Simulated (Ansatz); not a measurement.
A: CdS (zinc blende), a = b = c = 5.9266 Å, α = β = γ = 90.00°
B: CuI (zinc blende), a = 6.0793 Å, b = 6.0793 Å, c = 6.0793 Å, α = 90.00°, β = 90.00°, γ = 90.00°
C: CsPbBr3 (cubic perovskite), a = b = c = 6.003 Å, α = β = γ = 90.00°

Scan: energy against volume (even scaling of the relaxed cell, symmetry kept). All come from one method, each on a k mesh of its own. All were relaxed with their symmetry unable to fall. CuI is run without spin polarisation. Spin-orbit coupling is left out. This is a high-temperature form of CsPbBr3.

Question: Rank these by bulk modulus (fitted) (highest first), as PBE (plane waves to 420 eV, PAW, scalar-relativistic; Ansatz, a program for electronic structure) gives it.

Answer: A (53.4 GPa), B (38.9 GPa), C (18.5 GPa)

(A scan under strain: stresses follow from slopes of the energy per volume, elastic moduli from its curvatures.)
